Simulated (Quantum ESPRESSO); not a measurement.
# Planted mistakes on one cell of Al3ZnN3O

Calculated results; nothing here was measured. They come from pw.x of Quantum ESPRESSO 7.5, a plane-wave density functional program, with PseudoDojo standard norm-conserving files (v0.5 for PBE, v0.4.1 for LDA and PBEsol). The cells are made up: elements, strain and atom displacements were drawn at random, and nothing was relaxed. There is no spin polarisation, spin-orbit coupling or dispersion term.

The cell has 8 sites of a wurtzite lattice (rectangular cell). Sites 1 to 4 hold Al Zn Al Al; sites 5 to 8 hold N N N O. Cell vectors in Å: (3.055, 0.011, 0.034); (0.019, 5.335, 0.009); (0.056, 0.009, 5.114). Settings: PBE, cutoff 1143 eV, 6 x 4 x 4 k mesh shifted by half a step, Fermi-Dirac smearing of 0.025 eV.

The intended run has a self-consistency threshold of 1e-07 eV, a smearing term of 0.000 eV, a pressure of 20.14 GPa and 12 iterations. Each further run changes one thing: atoms of sites 7 and 8 exchanged; cutoff 630 eV; k mesh 1 x 1 x 1; one electron removed; smearing 0.47 eV; threshold 0.06 eV. A coarse mesh keeps the shift, and a charged cell sits in a uniform background.

```
run  change of free energy (eV)  smearing term -TS (eV)  change of P (GPa)  largest change of a force component (eV/Å)  iterations
  A                       0.638                   0.000              -0.07                                       2.552          13
  B                      -2.027                   0.000              -2.18                                       2.116          12
  C                       0.025                   0.000               2.83                                       0.176           5
  D                      18.781                   0.000            -186.55                                       0.434          11
  E                      -8.181                  -0.012             -24.48                                       0.718          13
  F                      -0.016                  -0.095               0.16                                       0.026          11
```

A rerun of the intended cell at 1437 eV and k mesh 8 x 6 x 6 moved values by no more than 0.002 eV in the cell's energy, 0.02 GPa in stress and 0.002 eV/Å in force.

Question: which change belongs to which run?

## Worked reading

Run C has the fewest iterations, as a run stopped early does. Run F has the largest smearing term, as wide smearing gives. Run D has a higher energy and the largest fall in pressure, as too small a basis gives. Energies from files of another functional, or of a charged cell, have another zero and say nothing on stability; the pressure of a charged cell rests on the program's zero of potential too.

## Key

```
run                            change
  A  atoms of sites 7 and 8 exchanged
  B                  k mesh 1 x 1 x 1
  C                 threshold 0.06 eV
  D                     cutoff 630 eV
  E              one electron removed
  F                  smearing 0.47 eV
```